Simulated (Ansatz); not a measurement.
HfO2:
```cif
data_Hf4O8
_chemical_formula_sum 'Hf4 O8'
_space_group_name_H-M_alt 'Fm-3m'
_space_group_IT_number 225
_space_group_name_Hall '-F 4 2 3'
_cell_length_a 5.04451
_cell_length_b 5.04451
_cell_length_c 5.04451
_cell_angle_alpha 90.000
_cell_angle_beta 90.000
_cell_angle_gamma 90.000
loop_
_atom_site_label
_atom_site_type_symbol
_atom_site_symmetry_multiplicity
_atom_site_Wyckoff_symbol
_atom_site_fract_x
_atom_site_fract_y
_atom_site_fract_z
_atom_site_occupancy
Hf1 Hf 4 a 0.00000 0.00000 0.00000 1
O1 O 8 c 0.25000 0.25000 0.25000 1
```
(The calculation used a cell of 3 atoms; values per cell refer to that cell.)

This is the PBEsol-relaxed structure.

### Question
All from PBEsol in the plane-wave PAW code Ansatz, unless another level is named. Give the electronic dielectric constant ε∞ (DFPT).

### Answer
5.38.

### Question
Predict the Born charges (a third of the trace).

### Answer
Hf +5.56, O -2.78 e.

This is a known high-temperature phase of the composition, computed here at zero pressure and temperature. The PBEsol relaxation kept the symmetry of its start; whether a distortion lowers the energy is not shown. The run is not spin-polarised. Scalar-relativistic: spin–orbit coupling is off unless named, which matters more the heavier the elements.

Potentials: the earlier of the program's two PAW sets. The files were generated under PBE; for other functionals the program regenerates the frozen cores, and for LDA and PBEsol the local potential too.
